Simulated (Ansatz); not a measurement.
Here is an unrelaxed guess for Ag.

The sheet is periodic along a and b; c holds vacuum.

```
CELL_PARAMETERS angstrom
4.44641 0.00000 0.00000
0.00000 4.45826 0.00000
0.00000 0.00000 14.00000
ATOMIC_POSITIONS crystal
Ag 0.25000 0.76737 0.50000
Ag 0.75000 0.23263 0.50000
```

These are results of DFT PBE, scalar-relativistic, plane waves, PAW (Ansatz 0.2.0), not measurements. Cutoff 420 eV; k points 4×4×1 on the computed 2-atom cell (Γ-centred); Gaussian smearing, width 0.10 eV; no spin polarisation.

Energies count from the standard state of Ag at the same level.

Question: How far from equilibrium is it?

Answer: The largest force is 0.17 eV/Å, and the energy is +1.15 eV/atom against the standard state. The shortest distance is 3.04 Å.

Question: How much does it gain on relaxing, and where does it end?

Answer: Relaxing gains about 0.67 eV/atom (the start's value is from the coarse mesh, so the gain is rough) in 21 ionic steps and ends at +0.48 eV/atom on the finer mesh. The symmetry goes from pmam (No. 40) to p6/mmm (No. 80). The area per atom shrinks by 32.0 %, from 9.9 to 6.7 Å². The shortest distance goes from 3.04 Å (Ag–Ag) to 2.78 Å (Ag–Ag). In-plane cell: a = 2.797 Å, b = 4.816 Å, γ = 90.0°, thickness 0.00 Å between the outermost nuclei. Ag at height 0.00 Å has 6 Ag at 2.78–2.80 Å.

The last run used a 20×12×1 mesh for its 2-atom cell and Gaussian smearing of 0.10 eV. The relaxation can't lower the symmetry of the start. A structure relaxed within its symmetry needn't be a true minimum.
